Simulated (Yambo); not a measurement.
G0W0@PBEsol for RbCl (rock salt, space group Fm-3m, No. 225) in Yambo. Reference settings: 4×4×4 Γ-centred k mesh, 159 bands and a 10 Ry block in the screening, 159 bands in G with the Bruneval-Gonze terminator, plasmon pole fitted at 27.2 eV. The PBEsol gap Γ → Γ on this mesh is 4.90 eV; G0W0 gaps are taken between the same points.

| change from the reference | G0W0 gap Γ → Γ (eV) | shift of the valence edge (eV) |
|---|---|---|
| reference settings | 7.94 | -2.33 |
| 81 bands in W, 81 bands in G, 4 Ry block, no terminator | 7.64 | -1.96 |
| 119 bands in W, 119 bands in G, 2 Ry block | 7.47 | -1.90 |
| 2×2×2 mesh | 7.85 | -2.20 |
| 81 bands in W, 81 bands in G, 8 Ry block | 7.84 | -2.17 |
| 29 bands in W, 29 bands in G, 8 Ry block | 7.79 | -1.90 |
| wavefunctions cut at 30 Ry | 7.95 | -2.33 |
| 29 bands in W, 29 bands in G, 4 Ry block | ___ | -1.83 |

Question: Estimate the withheld gaps from the other rows; the computed values follow.

Answer: 
- 29 bands in W, 29 bands in G, 4 Ry block, G0W0 gap Γ → Γ (eV): 7.71

The reference isn't shown to be the converged limit.

Geometry relaxed with PBEsol; primitive cell a = b = c = 4.625 Å, α = β = γ = 60.00°.

A shift is the quasiparticle energy of the state minus its PBEsol energy.
